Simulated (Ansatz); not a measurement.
Given:

Al3GaAs4:
```
Al3GaAs4
1.0
    4.01237     0.00000     0.00000
    0.00000     4.01237     0.00000
    0.00000     0.00000    11.32976
Ga As Al
1 4 3
Direct
  0.00000   0.00000   0.00000
  0.50000   0.00000   0.12491
  0.00000   0.50000   0.37480
  0.50000   0.00000   0.62520
  0.00000   0.50000   0.87509
  0.50000   0.50000   0.24966
  0.00000   0.00000   0.50000
  0.50000   0.50000   0.75034
```

This is the PBEsol-relaxed structure.

**Question.** All from PBEsol in the plane-wave PAW code Ansatz, unless another level is named. Predict the static dielectric constant ε0 (ions relaxed, cell fixed).

**Answer.** 12.4 (xx = yy), 12.4 (zz).

**Question.** What about the Born charges (a third of the trace)?

**Answer.** Ga +2.17, As -2.22 to -2.06, Al +2.10 to +2.19 e.

**Question.** Give the electronic dielectric constant ε∞ (DFPT).

**Answer.** 10.4 (xx = yy), 10.4 (zz).

Space group P-4m2. The start of the workflow was typed in or built on a structure type; neither database checked (COD, Materials Project) lists it. Whether it is the stable phase at ambient conditions was not checked. Symmetry was held in the PBEsol relaxation; whether a distortion lowers the energy is not shown. Scalar-relativistic: spin–orbit coupling is off unless named, which matters more the heavier the elements.

Potentials: the earlier of the program's two PAW sets. The files were generated under PBE; for other functionals the program regenerates the frozen cores, and for LDA and PBEsol the local potential too.
